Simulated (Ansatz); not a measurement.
# Ta4O: why energy differences converge before total energies

Method: Ansatz, DFT PBEsol, scalar-relativistic, plane waves, PAW.

```xyz
5
Lattice="3.2575 0.0000 0.0000 0.0000 3.2575 0.0000 0.0000 0.0000 7.4093" Properties=species:S:1:pos:R:3 pbc="T T T"
Ta    0.0000    0.0000    3.7047
Ta    1.6287    1.6287    5.8027
Ta    1.6287    1.6287    1.6067
Ta    0.0000    0.0000    0.0000
O     1.6287    1.6287    3.7047
```

```
Γ-centred k-mesh : 12×12×6
occupation rule  : Gaussian smearing, 0.1 eV
spin treatment   : unpolarised
```

A second cell has all atoms moved and the lattice slightly strained:

```yaml
crystal:
  lattice:
    - [3.23205, -0.01525, 0.02886]
    - [-0.01525, 3.26076, -0.02398]
    - [0.06564, -0.05454, 7.38309]
  atoms:
    - { symbol: Ta, position: [0.05579, 0.01760, 0.49592] }
    - { symbol: Ta, position: [0.50999, 0.48448, 0.78302] }
    - { symbol: Ta, position: [0.49590, 0.51050, 0.22474] }
    - { symbol: Ta, position: [0.02720, 0.01200, 0.99005] }
    - { symbol: O, position: [0.48610, 0.45127, 0.51486] }
```

It ran on a 10×10×4 mesh, another than the first cell's, which shifts the difference by nearly the same amount at every cutoff. Both were run at several values of the cutoff; energies per atom at zero smearing, errors against the largest value (600 eV), which isn't proved converged itself.

| cutoff | error, first cell (meV) | error, second cell (meV) |
| --- | --- | --- |
| 200 eV | 2234.72 | 2250.60 |
| 250 eV | 463.11 | 458.68 |
| 300 eV | 101.20 | 100.39 |
| 350 eV | 23.04 | 22.55 |
| 420 eV | 1.89 | 1.89 |

Question: At the largest value the second cell lies 98.44 meV/atom above the first. What is the error of that difference at each value, and where does each quantity come within 1 meV/atom?

Answer: The error of the difference is the second cell's error less the first's:
| cutoff | difference (meV) | its error (meV) |
| --- | --- | --- |
| 200 eV | 114.31 | 15.87 |
| 250 eV | 94.01 | -4.43 |
| 300 eV | 97.63 | -0.81 |
| 350 eV | 97.95 | -0.49 |
| 420 eV | 98.44 | 0.00 |

No value below the largest brings the first cell's total energy within 1 meV/atom, while the difference is there from 300 eV on. Most of the error cancels, by a factor of about 125 in the median. A missing short wave mostly misdescribes the region near each nucleus, which both cells share; what doesn't cancel comes largely from the change of volume and bonding.

6 further runs of this set aren't shown.